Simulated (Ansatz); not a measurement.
**Ordered cells of (Ca,Ba)F2 on the fluorite lattice**

Small ordered supercells, each relaxed with r2SCAN in the plane-wave code Ansatz; x is the share of Ba. They stand for particular orderings, not for the random alloy. Computed values alone, no measurements; non-magnetic cells, some hypothetical.

- BaCa3F8 (Cmmm, 12 atoms): space group Cmmm (No. 65), orthorhombic; conventional cell a = 7.956 Å, b = 11.379 Å, c = 3.961 Å, 14.94 Å³ an atom. Ca has 8 F at 2.39–2.40 Å; F has 2 Ca at 2.32 Å and 2 Ba at 2.58 Å; F has 4 Ca at 2.40–2.48 Å; Ca has 8 F at 2.32–2.48 Å; F has 3 Ca at 2.39–2.40 Å and 1 Ba at 2.60 Å; Ba has 8 F at 2.58–2.60 Å.
- BaCa3F8 (Cmmm, 12 atoms, c): it is orthorhombic, Cmmm (No. 65); a = 7.956 Å, b = 11.379 Å, c = 3.961 Å in the conventional setting, 14.94 Å³ an atom. Around Ba lie 8 F at 2.58–2.60 Å; around F lie 4 Ca at 2.40–2.48 Å; around F lie 2 Ca at 2.32 Å and 2 Ba at 2.58 Å; around Ca lie 8 F at 2.32–2.48 Å; around F lie 3 Ca at 2.39–2.40 Å and 1 Ba at 2.60 Å; around Ca lie 8 F at 2.39–2.40 Å.
- BaCaF4 (P4/mmm, 6 atoms): the symmetry is P4/mmm (No. 123, tetragonal); conventional cell a = 4.071 Å, c = 5.965 Å, 16.47 Å³ an atom. Ca is surrounded by 8 F at 2.43 Å; F is surrounded by 2 Ca at 2.43 Å and 2 Ba at 2.62 Å; Ba is surrounded by 8 F at 2.62 Å.
- Ba3CaF8 (Cmmm, 12 atoms): space group Cmmm (No. 65), orthorhombic; conventional cell a = 8.456 Å, b = 12.076 Å, c = 4.269 Å, 18.16 Å³ an atom. Ca has 8 F at 2.41–2.53 Å; F has 4 Ba at 2.60–2.61 Å; F has 2 Ca at 2.53 Å and 2 Ba at 2.69 Å; Ba has 8 F at 2.60–2.69 Å; F has 1 Ca at 2.41 Å and 3 Ba at 2.67–2.69 Å; Ba has 8 F at 2.61–2.69 Å.

d is direct, i indirect.
```
                       cell      x  volume (Å³/atom)            gap, PBE (eV)         gap, r2SCAN (eV)          gap, HSE06 (eV)
   BaCa3F8 (Cmmm, 12 atoms)  0.250             14.94               6.62 d (Γ)               7.19 d (Γ)               8.63 d (Γ)
BaCa3F8 (Cmmm, 12 atoms, c)  0.250             14.94               6.62 d (Γ)               7.19 d (Γ)               8.63 d (Γ)
   BaCaF4 (P4/mmm, 6 atoms)  0.500             16.47  6.28 i (A–Z (0.33) → Γ)  6.78 i (A–Z (0.35) → Γ)  8.20 i (A–Z (0.35) → Γ)
   Ba3CaF8 (Cmmm, 12 atoms)  0.750             18.16           6.24 i (Z → Γ)           6.76 i (Z → Γ)           8.13 i (Z → Γ)
```

Spin-orbit coupling is left out.

Where an edge lies off the special points, it is a point of the mesh or the k point where a search put PBE's edge or least direct gap, reused for the other functionals, whose own edges may lie a little apart.

The meshes of the hybrids are coarse, so their gaps aren't converged to the digits shown.
